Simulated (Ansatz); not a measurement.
CdI2 in space group P-3m1 (No. 164; Pearson symbol hP12), DFT-LDA in the program Ansatz with PAW potentials. The conduction-band minimum lies at M, with 3 equivalent valleys. Second derivatives d²E/dk² of the lowest band at one valley (eV·Å²), along Cartesian directions:

| direction | d²E/dk² |
|---|---|
| [100] | 27.90 |
| [010] | 9.778 |
| [001] | 13.33 |
| [110] | 18.84 |
| [101] | 20.63 |
| [011] | 8.703 |

**Question.** Find the principal effective masses, the density-of-states mass and the conductivity mass.

**Answer.** Off-diagonal terms follow from H_xy = H[110] − (H_xx + H_yy)/2, and m*/mₑ = 7.620 eV·Å² over each eigenvalue: 0.27, 0.51, 0.93. One valley's DOS mass (m₁m₂m₃)^(1/3) = 0.51, conductivity mass 3/(Σ 1/mᵢ) = 0.45 mₑ.

**Question.** What effective density of states Nc follows at 300 K for parabolic valleys?

**Answer.** Nc = 2.509e19 × 3 × (0.51)^(3/2) ≈ 2.7e19 cm⁻³.

The first step of the workflow began from a Materials Project structure, measured or hypothetical; the Crystallography Open Database files this formula in space group No. 164, but the cells were not matched. Its standing as an ambient phase is unchecked. The LDA relaxation kept the symmetry of its start; whether a distortion lowers the energy is not shown. A crystal of weakly bound layers computed without a dispersion correction: the cell and the soft elastic constants depend strongly on that. Spin–orbit coupling is left out wherever it is not named.

Potentials: the later of the program's two PAW sets.

Edges and masses are those of Kohn–Sham bands, whose gap is no quasiparticle gap.
